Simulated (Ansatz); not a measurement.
Ansatz input file:

```yaml
crystal:
  lattice:
    - [3.3848954968, 0.0, 0.0]
    - [0.0, 3.3848954968, 0.0]
    - [0.0, 0.0, 3.3848954968]
  atoms:
    - { symbol: Ga, position: [0.0, 0.0, 0.0] }
    - { symbol: C, position: [0.0, 0.5, 0.5] }
    - { symbol: C, position: [0.5, 0.0, 0.5] }
    - { symbol: C, position: [0.5, 0.5, 0.0] }
basis:
  ecutwfc: 420
kpoints:
  mp_grid: { grid: [12, 12, 12] }
hamiltonian:
  xc: pbe
scf:
  occupations: { method: gaussian, width: 0.1 }
output:
  forces: true
  stress: true
  eigenvalues: true
```

Launched with
```bash
ansatz run input.yaml --threads 1 --pin off --max-ram 1331MiB --backend cpu --events-out ev --progress --plain --runs-dir out
```

The calculation used Ansatz 0.2.0, DFT PBE, scalar-relativistic, plane waves, PAW.

From the run's log, abridged (final results; tables in files aren't shown):

```
SCF 1 converged in 6 iterations: F = -4522.879843 eV  dr2 = 6.71e-8
SCF converged after 6 iterations
Free energy (F): -4522.879843 eV
Harris-Foulkes:  -4522.879843 eV  (|F-HF|=2.10e-8)
Internal energy: -4522.871169 eV  (E = F + TS)
E sigma→0 (E₀):  -4522.875506 eV
Entropy (-TS):   -0.008675 eV (-2.169 meV/atom)
Fermi energy:    10.394596 eV
--- Per-component energies (eV) ---
  E_band       = 16.133137
  E_kinetic    = 346.617713
  E_local      = -1969.742696  (includes V_loc(G=0)·N_el)
  E_nonlocal   = 514.791328
  E_hartree    = 891.635369
  E_xc         = -205.086376
  E_vxc        = -226.032165  (∫ρ·V_xc dr)
  E_paw        = -2285.947015  (= ΣΔE_a)
  E_vpaw       = -432.769832  (= ΣTr[D̂ρ^β])
  E_aug_tail   = 0.000023  (compensation charges beyond the density's cutoff)
  E_ewald      = -1815.139514
  E_smearing   = -0.008675  (= −TS)
--- Forces (eV/Å), atoms counted from 1 ---
  atom   1  Ga     0.00000000     0.00000000     0.00000000
  atom   2  C      0.00000000     0.00000000     0.00000000
  atom   3  C      0.00000000     0.00000000     0.00000000
  atom   4  C      0.00000000     0.00000000     0.00000000
--- Stress (GPa, compression-positive) ---
       -6.453509       0.000000       0.000000
        0.000000      -6.453509       0.000000
        0.000000       0.000000      -6.453509
  P = ⅓ Tr σ = -6.4535 GPa (-64.535 kbar)
--- Band table (eV; the first three rows and the last of 84) ---
  k-point 0: bands = ["-5.6428", "-4.7310", "-4.7310", "-4.5639", "-4.5639", "-4.5639", "3.9616", "3.9616", "5.2946", "5.2946", "5.2946", "10.1089", "11.5665", "11.5665", "11.5665", "14.0019", "14.0019"]
  k-point 1: bands = ["-5.5645", "-4.7286", "-4.7251", "-4.5693", "-4.5693", "-4.5637", "3.1717", "3.9857", "5.3776", "5.3776", "5.9011", "10.4123", "11.4301", "11.4857", "11.4857", "13.8321", "13.9024"]
  k-point 2: bands = ["-5.3330", "-4.7220", "-4.7062", "-4.5839", "-4.5839", "-4.5630", "1.9090", "4.0542", "5.6238", "5.6238", "6.6600", "11.0742", "11.1932", "11.1932", "11.2424", "13.3968", "13.7153"]
  k-point 83: bands = ["-4.8033", "-4.8033", "-4.8033", "-4.5096", "-4.5096", "1.3892", "1.3892", "1.3892", "3.6558", "3.6558", "3.6558", "3.7882", "6.9694", "14.6513", "14.6513", "14.6513", "15.0905"]
```

The run converged.